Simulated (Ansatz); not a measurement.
The cell below belongs to a search over invented structures; it isn't taken from experiment.

Input and command of a plane-wave DFT calculation in Ansatz:

```yaml
crystal:
  lattice:
    - [6.48712073, 0.0, 0.0]
    - [-3.24356036, 5.61801135, 0.0]
    - [0.0, 0.0, 7.78479498]
  atoms:
    - { symbol: Bi, position: [0.33333333, 0.66666667, 0.5] }
    - { symbol: Bi, position: [0.66666667, 0.33333333, 0.5] }
    - { symbol: Te, position: [0.44553891, 0.0, 0.0] }
    - { symbol: Te, position: [0.0, 0.44553891, 0.0] }
    - { symbol: Te, position: [0.55446109, 0.55446109, 0.0] }
    - { symbol: Te, position: [0.0, 0.0, 0.69446793] }
    - { symbol: Te, position: [0.0, 0.0, 0.30553207] }
basis:
  ecutwfc: 420
kpoints:
  mp_grid: { grid: [3, 3, 2] }
hamiltonian:
  xc: pbe
scf:
  occupations: { method: gaussian, width: 0.2 }
  lower_state_search: "off"
output:
  forces: true
  stress: true
  eigenvalues: true
relax:
  adjacent_minimum: "off"
  f_tol: 0.08
  max_steps: 16
  cell: { stress_tol: 0.8 }
```

```bash
ansatz run input.yaml --threads 1 --pin off --max-ram 2560MiB --backend cpu --events-out ev --progress --plain --runs-dir out
```

Processor: AMD EPYC 7R43 64-Core Processor (Zen 3), 1 thread, on a host shared with other jobs.

Question: Estimate time, memory and problem size.

Answer: About 89 s, peak memory 0.55 GiB. It solves 66 bands at 6 k points (after reduction by symmetry) with about 4577 plane waves (on the last cell), in 54 SCF iterations over 8 ionic steps.
